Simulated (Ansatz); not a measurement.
The cell comes from COD entry 9008501, which wasn't checked; take it as a given geometry.

An input for Hf and the output that it gave: DFT, PBEsol, all-electron PAW with datasets made for the crystal, scalar-relativistic (Ansatz 0.2.0).

Command: `ansatz run input.yaml --threads 1 --pin off --max-ram 3072MiB --backend cpu --events-out ev --progress --plain --runs-dir out` The run took 20 s on 1 thread of Intel(R) Xeon(R) 6975P-C (Granite Rapids), on a shared host, peak memory 0.73 GiB.

```yaml
crystal:
  lattice:
    - [3.1966985242, 0.0, 0.0]
    - [-1.5983492621, 2.7684221302, 0.0]
    - [0.0, 0.0, 5.0578]
  atoms:
    - { symbol: Hf, position: [0.3333333333, 0.6666666667, 0.25] }
    - { symbol: Hf, position: [0.6666666667, 0.3333333333, 0.75] }
kpoints:
  mp_grid: { grid: [13, 13, 7] }
  band_path:
    path:
      - [0.0, 0.0, 0.0]
      - [0.5, 0.0, 0.0]
      - [0.3333333333, 0.3333333333, 0.0]
      - [0.0, 0.0, 0.0]
      - [0.0, 0.0, 0.5]
      - [0.5, 0.0, 0.5]
      - [0.3333333333, 0.3333333333, 0.5]
      - [0.0, 0.0, 0.5]
      - [0.5, 0.0, 0.5]
    npoints: 8
scf:
  occupations: { method: fermi_dirac, width: 0.05 }
hamiltonian:
  xc: pbesol
  pseudopotentials: { kind: all_electron, datasets: crystal }
output:
  forces: true
  stress: true
  eigenvalues: true
  efg: { contact_densities: true }
```

Output:

```
hamiltonian.pseudopotentials.datasets: crystal makes datasets for this crystal and solves the spheres of its atoms anew in each pass: cutoff 400.0 eV, the density's 1600.0 eV; for an error of 0.50 meV an atom under PBE, 1.0 meV for the cell; an energy difference from a run of another recipe may be off by several times the error for the cell, under r2SCAN by more, where some 0.1 meV an atom stays at smaller errors; Hf in spheres of 1.376 Å, 26 of its electrons in bands
band count auto-derived: 35 (N_el = 52.0; filled up to band 26; 32 by the electrons, moments and atoms)
Hf: output.efg is read without spin–orbit coupling, which moves field gradients at and beside such atoms by some per cent and up to a factor of two; PAW files take it under magnetization.noncollinear and magnetization.spin_orbit
Engine: ansatz 0.2.0
Pseudopotentials: kind: all_electron
Pseudopotential: Hf, paw, valence charge 26, recommended cutoff 400 eV (normal), Koelling and Harmon's equation, gaussian nucleus
Functional definition: PBEsol
  exchange = pbesol_x
  correlation = pbesol_c
Crystal: 2 atoms, lattice volume = 44.761 Å³
Basis set: ecut = 400 eV, 809 PW (Γ), exchange–correlation on 48×48×72 points (8 copies of the dense FFT grid, shifted against one another)
Bands: 35, of which v1, the nominal top of the filled ones, is band 26 counted from 1 (25 counted from 0)
Symmetry: 24 space group operations
Space group: P63/mmc (ITA 194), of the structure as read, at distance tolerance 3.6e-5 Å
k-points: 84 of 1183
Non-local potential: Hf, projectors of the file, l = 0: 2, l = 1: 2, l = 2: 1, l = 3: 2
PAW form: soft (Blöchl's): semilocal exchange-correlation on the pseudo side does not see the compensation charge
PAW one-centre angular grid: Hf, 590 points (default); XC on its mesh's 1825 points in the sphere
Initial density: superposition of atomic densities (neutral atoms: chi_scale 0, normalization atom)
Initial wavefunctions: pseudopotential atomic-orbital guess
Functional: x = pbesol(κ = 0.804, μ = 0.12345679012345678), c = pbesol(β = 0.046)
iter 1 solved again at ethr=1.45e-3 eV; its pass at ethr=1.00e-1 eV (dr2=7.53e-1 eV) is discarded
SCF iter   1: F=—  HF=-820254.103862 eV  |F-HF|=—  |Δ(HF+E_count)|=         —  Δρ=3.54e-2  dr2=7.16e-1  ethr=1.45e-3  ⟨swp⟩=2.4  Hψ=14313  notcnv=0
preconditioner: auto → Kerker (q_TF=auto, 2.797 Å⁻¹)  [metal: Δε(μ)=0.016 eV  Ē_g=18.802 eV  σ=0.050 eV  W_gap=0.08  n_scr=22 (ndim 8)  ℏωp=38.5 eV  f_vac=0.000  D(μ)=1.43/eV (n_scr^D=8)]
SCF iter   2: F=—  HF=-820253.965807 eV  |F-HF|=—  |Δ(HF+E_count)|=   1.38e-1  Δρ=2.42e-2  dr2=3.40e-1  ethr=1.38e-3  ⟨swp⟩=2.0  Hψ=5880  notcnv=0
iter 3 solved again at ethr=1.78e-5 eV; its pass at ethr=6.54e-4 eV (dr2=9.23e-3 eV) is discarded
SCF iter   3: F=—  HF=-820253.841936 eV  |F-HF|=—  |Δ(HF+E_count)|=   1.24e-1  Δρ=4.73e-3  dr2=9.22e-3  ethr=1.78e-5  ⟨swp⟩=2.0  Hψ=13127  notcnv=0
SCF iter   4: F=—  HF=-820253.853414 eV  |F-HF|=—  |Δ(HF+E_count)|=   1.15e-2  Δρ=2.79e-3  dr2=2.12e-3  ethr=1.77e-5  ⟨swp⟩=3.0  Hψ=7812  notcnv=0
SCF iter   5: F=—  HF=-820253.849646 eV  |F-HF|=—  |Δ(HF+E_count)|=   3.77e-3  Δρ=1.24e-3  dr2=4.57e-4  ethr=4.07e-6  ⟨swp⟩=3.0  Hψ=6523  notcnv=0
SCF iter   6: F=—  HF=-820253.851503 eV  |F-HF|=—  |Δ(HF+E_count)|=   1.86e-3  Δρ=2.66e-4  dr2=3.04e-5  ethr=8.79e-7  ⟨swp⟩=2.4  Hψ=6523  notcnv=0
SCF iter   7: F=—  HF=-820253.851485 eV  |F-HF|=—  |Δ(HF+E_count)|=   1.79e-5  Δρ=1.03e-4  dr2=4.93e-6  ethr=5.84e-8  ⟨swp⟩=3.0  Hψ=6234  notcnv=0
SCF iter   8: F=—  HF=-820253.851351 eV  |F-HF|=—  |Δ(HF+E_count)|=   1.34e-4  Δρ=2.41e-5  dr2=2.95e-7  ethr=9.48e-9  ⟨swp⟩=3.0  Hψ=5480  notcnv=0
SCF iter   9: F=-820253.851351 eV  HF=-820253.851351 eV  |F-HF|=1.28e-8  |Δ(HF+E_count)|=   1.29e-7  Δρ=4.32e-6  dr2=1.11e-8  ethr=5.67e-10  ⟨swp⟩=3.0  Hψ=7112  notcnv=0
SCF 1 converged in 9 iterations: F = -820253.851351 eV  dr2 = 1.11e-8
  Residual-converged pass: ⟨swp⟩=2.0  Hψ=3896  notcnv=0  max |occ|·‖R‖ = 5.2e-6 eV (tolerance 5.3e-6 eV)  dr2=1.11e-8  dr2_onsite=2.91e-8  max |Δocc| = 9.8e-11
  greatest PAW one-centre occupation: 1.000 electrons in one spin orbital (limit 2), on the Hf atom at site 1 (counted from 0), in its partial waves of l = 3
NSCF: frozen V_eff on 65 k-points
SCF converged after 9 iterations
Free energy (F): -820253.851351 eV
Harris-Foulkes:  -820253.851351 eV  (|F-HF|=1.28e-8)
Internal energy: -820253.838061 eV  (E = F + TS)
E sigma→0 (E₀):  -820253.844706 eV
Entropy (-TS):   -0.013290 eV (-6.645 meV/atom)
Past the cutoff: the bands carry plane waves up to 1.75 times it, of which those up to 1.5 times it add -0.000531 eV an atom, each by itself; the spheres take 0.000387 eV an atom off the energy for waves past 1.75 times it
By the cutoff:   a pressure is off by up to 0.007 GPa (1.2 times the spheres' own share and the shells' term, over an atom's volume, and 0.004 GPa: a bound that held against runs at twice the plane waves)
Past the cutoffs: a stress includes 0.0003 GPa for waves and charges beyond them, in addition to the slope of what the spheres take
In the spheres:  the bands' charges fall short by 6.3e-7 e at most (sound up to 1e-3)
Fermi energy:    20.055506 eV
--- Per-component energies (eV) ---
  The terms above E_closure are by the made datasets' own strengths, without shells solved beside the bands.
--- Forces (eV/Å), atoms counted from 1 ---
  atom   1  Hf     0.00000000     0.00000000    -0.00000000
  atom   2  Hf    -0.00000000    -0.00000000     0.00000000
  max |Σ_I F_I| component: 3.70e-17 eV/Å
--- Stress (GPa, compression-positive) ---
       -3.636691       0.000000       0.000000
        0.000000      -3.636691       0.000000
        0.000000       0.000000      -3.843681
  P = ⅓ Tr σ = -3.7057 GPa (-37.057 kbar)
--- PAW observables at the nuclei: V_zz in 10²¹ V/m², potentials from the cell's mean, atoms counted from 1 ---
  atom   1  Hf V_zz =    +9.112421   η = 0.0000   by run symmetry: allowed
            electrostatic potential = -14180.786612 V   contact ρ = 7515637.225244 e/Å³
  atom   2  Hf V_zz =    +9.112421   η = 0.0000   by run symmetry: allowed
            electrostatic potential = -14180.786612 V   contact ρ = 7515637.225244 e/Å³
--- Band table (eV; the first three rows and the last of 84) ---
  k-point 0: bands = ["-41.8316", "-41.7601", "-10.9699", "-10.2271", "-10.2271", "-10.0979", "-10.0979", "-10.0961", "8.1916", "8.2219", "8.2246", "8.2246", "8.2269", "8.2269", "8.2289", "8.2369", "8.2369", "8.2467", "8.2652", "8.2652", "8.3035", "8.3071", "12.6723", "16.3344", "20.7174", "21.2097", "21.2097", "21.4904", "22.0296", "22.0296", "22.6649"]
  k-point 1: bands = ["-41.8281", "-41.7637", "-10.9294", "-10.2207", "-10.2207", "-10.1424", "-10.1043", "-10.1043", "8.1920", "8.2149", "8.2149", "8.2244", "8.2250", "8.2313", "8.2313", "8.2393", "8.2393", "8.2473", "8.2685", "8.2685", "8.3037", "8.3069", "12.8600", "16.2338", "20.4601", "21.1071", "21.1071", "21.3285", "21.8769", "21.8769", "22.9685"]
  k-point 2: bands = ["-41.8182", "-41.7736", "-10.8145", "-10.2704", "-10.2029", "-10.2029", "-10.1224", "-10.1224", "8.1942", "8.2087", "8.2087", "8.2164", "8.2210", "8.2210", "8.2304", "8.2468", "8.2530", "8.2530", "8.2723", "8.2723", "8.3042", "8.3064", "13.3965", "15.8428", "20.0774", "20.9100", "20.9881", "20.9881", "21.5411", "21.5411", "23.6577"]
  k-point 83: bands = ["-41.7565", "-41.7550", "-10.7710", "-10.7637", "-10.5724", "-10.5135", "-10.2481", "-10.2347", "8.2164", "8.2230", "8.2247", "8.2271", "8.2324", "8.2338", "8.2405", "8.2434", "8.2450", "8.2454", "8.2463", "8.2505", "8.2850", "8.2851", "18.0232", "18.0582", "18.7850", "18.8407", "19.8059", "19.9462", "22.2601", "22.8710", "25.1458"]
```
